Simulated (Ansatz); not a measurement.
According to PBE+D3(BJ) in the plane-wave PAW code Ansatz, Ga in the α-Ga structure (Cmce) relaxes to a = 4.508 Å, b = 7.636 Å, c = 4.509 Å.

Electronic character: metallic (no gap).

Symmetry was held in the PBE+D3(BJ) relaxation. The pairwise dispersion correction was not fitted to metals. Axis ratios of metals converge slowly with the k-mesh, so a and c are less sure than the volume. Spin–orbit coupling is left out wherever it is not named.

Potentials: the earlier of the program's two PAW sets.
